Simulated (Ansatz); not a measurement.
CaTiO3:
```
CELL_PARAMETERS angstrom
      3.84083     0.00000     0.00000
      0.00000     3.84083     0.00000
      0.00000     0.00000     3.84083
ATOMIC_POSITIONS crystal
  Ca 0.50000 0.50000 0.50000
  Ti 0.00000 0.00000 0.00000
  O  0.00000 0.00000 0.50000
  O  0.00000 0.50000 0.00000
  O  0.50000 0.00000 0.00000
```

Relaxed with PBEsol.

Problem. Map the electron localisation function on the plane through (0.500, 0.500, 0.500) spanned by u = [1, 0, 0] and v = [0, 1, 1] in lattice vectors, from the program Ansatz at the PBEsol level (PAW).

Solution. x is the fraction of u, y of v (the angle between them is 90°; rows are the nearest grid lines); atoms in the plane: Ca at (0.00, 0.00), Ti at (0.50, 0.50), O at (0.00, 0.50).
```
|89998400000000489998|
|99998300000000389999|
|99997200000000279999|
|88740000000000004788|
|33100000000000000133|
|00000000000000000000|
|00000000000000000000|
|44321000000000012344|
|88742000111100024788|
|99984125777752148999|
|67995147633674159976|
|35896257300375269853|
|35896257300375269853|
|67995147633674159976|
|99984125777752148999|
|88742000111100024788|
|44321000000000012344|
|00000000000000000000|
|00000000000000000000|
|33100000000000000133|
|88740000000000004788|
|99997200000000279999|
|99998300000000389999|
|89998400000000489998|
```
Scale: ten equal steps from 0.014 (start of '0') to 0.864 (end of '9'), in the order '0123456789'; x runs from 0.000 to 1.00, y from 0.000 (bottom) to 1.00 (top).

The density is the valence pseudo-density with augmentation charge, so density and ELF within about 1 Å of a nucleus are not all-electron values.

Space group Pm-3m (cubic perovskite). The workflow started from an entry of the Crystallography Open Database (COD), which files this formula under 5 space groups. Whether it is the stable phase at ambient conditions was not checked. The cell was relaxed with PBEsol under the symmetry of its start; its stability against distortions is not shown here. No spin polarisation was allowed.

Potentials: the later of the program's two PAW sets.
